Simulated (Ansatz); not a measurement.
Values for one crystal, relaxed and computed with the program Ansatz at the r²SCAN level (PAW); other levels are named.

- Volume per atom: 19.14 Å³
- Electronic character: metallic (no gap)
- Density of states at the Fermi level: 0.36 states/eV per atom (mean over ±0.08 eV)
- Bulk modulus (Birch–Murnaghan fit): 174 GPa
- Formation energy from the elements (no fitted shifts): -117 kJ/mol of atoms
- Pressure derivative B′: 4.3
- Gap with spin–orbit coupling: none (metallic)

Q: Which of these materials gives this?
A) ZrPt, Cmcm (Zr on 4c, Pt on 4c)
B) BeNi, CsCl type
C) CaGa, Cmcm (Ca on 4c, Ga on 4c)
D) VPt3, Cu3Au type

A: A, ZrPt, Cmcm (Zr on 4c, Pt on 4c)

The workflow started from a Materials Project entry (that database holds measured and hypothetical structures alike); the Crystallography Open Database copy checked does not list it. COD files the formula under space group No. 221, so this cell is another polymorph or a model. Its standing as an ambient phase is unchecked. The r²SCAN relaxation kept the symmetry of its start; whether a distortion lowers the energy is not shown. No spin polarisation was allowed. The references are the lowest solids computed at this level, not always the standard phases. Spin–orbit coupling is left out wherever it is not named.

Potentials: the later of the program's two PAW sets.
